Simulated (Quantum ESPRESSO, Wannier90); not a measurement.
## Wannier functions of ZrO2 (anatase)

```yaml
crystal:
  lattice:
    - [0.00000, -4.01520, 0.00000]
    - [4.01520, 0.00000, 0.00000]
    - [-2.00760, 2.00760, 5.34588]
  atoms:
    - { symbol: Zr, position: [0.00000, 0.00000, 0.00000] }
    - { symbol: Zr, position: [0.75000, 0.25000, 0.50000] }
    - { symbol: O, position: [0.79839, 0.79839, 0.59678] }
    - { symbol: O, position: [0.54839, 0.04839, 0.09678] }
    - { symbol: O, position: [0.95161, 0.45161, 0.90322] }
    - { symbol: O, position: [0.20161, 0.20161, 0.40322] }
```

Materials Project entry mp-754403; symmetrised, unrelaxed at this level. Not found in the COD (Crystallography Open Database) copy used, which has the formula in other groups; not checked further. Method: PBEsol plane waves in Quantum ESPRESSO 7.5 (PseudoDojo norm-conserving files, 68 Ry, spinors with spin-orbit coupling), Bloch states on a 4×4×4 mesh through Γ, Wannier90 4.0.1. Density: 8×8×8 mesh, cold smearing 0.01 Ry.

Valence charges of the files: Zr 12, O 6. 100 bands were computed.

Isolated groups of bands, relative to the valence-band maximum (bands from 49 on overlap up to the last one computed):

```json
[
 {"bands": "1–4", "from (eV)": "-46.83", "to (eV)": "-46.75", "filling": "filled", "weight on atomic waves": "Zr 4s 96 %"},
 {"bands": "5–8", "from (eV)": "-26.38", "to (eV)": "-26.04", "filling": "filled", "weight on atomic waves": "Zr 4p 95 %"},
 {"bands": "9–16", "from (eV)": "-24.94", "to (eV)": "-24.21", "filling": "filled", "weight on atomic waves": "Zr 4p 94 %"},
 {"bands": "17–24", "from (eV)": "-16.44", "to (eV)": "-14.65", "filling": "filled", "weight on atomic waves": "O 2s 80 %, Zr 4d 10 %, Zr 4p 5 %"},
 {"bands": "25–48", "from (eV)": "-3.95", "to (eV)": "0.00", "filling": "filled", "weight on atomic waves": "O 2p 81 %, Zr 4d 15 %"}
]
```

Wanted is a model with the orbitals Zr d, O p, without the filled groups that are mainly made of other shells (semicore states, and anion s where it isn't named); all higher bands stay in for disentanglement.

Give num_wann, exclude_bands and num_bands, and the number of electrons that the model holds.

Electrons: 2×12 + 4×6 = 48, which fill 48 bands.
num_wann = 2 × (2×5 + 4×3) = 44.
exclude_bands = 1-24, 24 bands, so num_bands = 100 − 24 = 76.
The model holds 48 − 1×24 = 24 electrons. With the window frozen to 5.37 eV it follows pw.x to 1.6 meV rms (states up to 4.9 eV relative to the valence-band maximum).
